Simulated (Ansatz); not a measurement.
PbS2, in the lowest among the structures calculated here: I4/mcm (No. 140), tI12; a = b = 6.071 Å, c = 7.463 Å, α = β = γ = 90.00°; Pb 4a (0.000, 0.000, 0.250); S 8h (0.121, 0.379, 0.000). Calculation: PBEsol (plane waves to 420 eV, PAW, scalar-relativistic; Ansatz, a first-principles code). Element references, the lowest calculated here: S (Fddd), Pb (Fm-3m).

Problem. Predict the formation energy of this I4/mcm form of PbS2 from the elements from PBEsol.

Solution. -0.33 eV/atom.

Problem. Is it stable against the other phases calculated?

Solution. No: PbS2 → PbS + S (PbS Fm-3m, S Fddd) releases 0.03 eV/atom.

This is the hull of the energies calculated here, no anion corrections; phases that were not calculated are missing from it. Values are rounded to 0.01 eV/atom. Spin-orbit coupling is missing from these energies, which matters for elements this heavy. The compounds carry no spin polarisation.
